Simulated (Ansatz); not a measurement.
YBRh3 (Pm-3m): electronic heat capacity and spin susceptibility from the density of states

Computed with Ansatz 0.2.0, DFT r2SCAN, scalar-relativistic, plane waves, PAW.

Plane waves to 500 eV, a k mesh through Γ of 8×8×8 on the computed 5-atom cell and Gaussian smearing (0.10 eV); no spin polarisation.

Relaxed cell: Pm-3m, a = 4.175 Å, b = 4.175 Å, c = 4.175 Å, α = 90.00°, β = 90.00°, γ = 90.00°, 5 atoms in the primitive cell. Whether it is the stable form of this composition wasn't checked.

The density of states at the Fermi level is 3.954 states/eV in the cell of 5 atoms (1 formula unit; both spins, tetrahedra on a 12×12×12 mesh). Averaged over bins of 0.1 eV the density runs from 2.7 to 3.9 states/eV within 0.2 eV of the Fermi level, so the figure hangs on the exact place of that level.

Task: What Sommerfeld coefficient and Pauli susceptibility does this give?

Result: Per formula unit N(E_F) = 3.954 states/eV. γ = (π²/3) k_B² N(E_F) N_A = 2.357 mJ/(mol K²) per state/eV, so γ = 9.3 mJ/(mol K²), a mole of formula units. χ_P = μ_B² N(E_F) N_A = 3.23×10⁻⁵ emu/mol per state/eV gives 12.8×10⁻⁵ emu/mol. This is the bare band result: a measured γ of the same phase is as a rule larger by a factor 1 + λ from phonons and spin fluctuations, the spin part of χ is larger by the Stoner factor, and a measured χ also holds orbital and core terms. N(E_F) at one energy is sensitive to the mesh where the density of states has sharp peaks.

Cost: 1 run of about 1.4 core-minutes, on Arm Neoverse V1 (shared hosts).